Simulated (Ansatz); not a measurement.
**What a change of settings does to a run on Os**

The cell is the one relaxed in the Materials Project (mp-49), not relaxed further here; entries there can be hypothetical. The listed cell was then made from it by scaling, straining or moving an atom.

First run: DFT, r2SCAN, PAW with Ansatz's default frozen-core files, scalar-relativistic (Ansatz 0.2.0).

Command: `ansatz run input.yaml --threads 1 --pin off --max-ram 2048MiB --backend cpu --events-out ev --progress --plain --runs-dir out` The run took 20 s on 1 thread of Arm Neoverse V1, on a shared host, peak memory 0.48 GiB.

```yaml
crystal:
  lattice:
    - [2.7461342319, 0.0, 0.0]
    - [-1.373067116, 2.3782220071, 0.0]
    - [0.0, 0.0, 4.32631422]
  atoms:
    - { symbol: Os, position: [0.3333333333, 0.6666666667, 0.25] }
    - { symbol: Os, position: [0.6666666667, 0.3333333333, 0.7569343091] }
kpoints:
  mp_grid: { grid: [15, 15, 9] }
scf:
  occupations: { method: fermi_dirac, width: 0.05 }
hamiltonian:
  xc: r2scan
  pseudopotentials: { kind: paw }
output:
  forces: true
  stress: true
  eigenvalues: true
  efg: { contact_densities: true }
  write_density: true
  write_potential: true
  elf: true
  volumetric_format: npy
```

Result: converged; pressure -3.19 GPa; largest force 0.513 eV/Å; no gap on the k mesh; 7 SCF iterations.

No spin–orbit coupling, which matters for the heavy atoms here.

The input is then changed:

```diff
@@ -11,7 +11,8 @@
 scf:
   occupations: { method: fermi_dirac, width: 0.05 }
+  mixing: { preconditioner: none }
 hamiltonian:
   xc: r2scan
-  pseudopotentials: { kind: paw }
+  pseudopotentials: { kind: paw_fr }
 output:
   forces: true
@@ -19,7 +20,8 @@
   eigenvalues: true
   efg: { contact_densities: true }
-  write_density: true
-  write_potential: true
-  elf: true
-  volumetric_format: npy
+magnetization:
+  noncollinear: true
+  spin_orbit: true
+basis:
+  ecutrho_ratio: 12
```

**Question.** Predict the outcome of the changed run.

**Answer.** It converged; pressure -2.96 GPa; largest force 0.511 eV/Å; no gap on the k mesh; 8 SCF iterations.
